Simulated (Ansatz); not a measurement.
LiH (rock salt, Fm-3m), plane-wave PAW r²SCAN (Ansatz code): ε∞ = 3.89, cell volume 16.07 Å³. Infrared-active transverse modes:

| ω_TO (cm⁻¹) | oscillator strength S_xx (e²/amu) |
|---|---|
| 605.1 | 1.137 |

Question: Compute the static dielectric constant.

Answer: Each mode adds (4.921e7/V) S/ω²: 9.51. So ε0 = 13.4.

Question: What LO frequency does the Lyddane–Sachs–Teller relation give?

Answer: ω_LO = ω_TO √(ε0/ε∞) = 1124 cm⁻¹.

Symmetry was held in the r²SCAN relaxation; phonons on a q-mesh show no instability.

Potentials: the later of the program's two PAW sets.
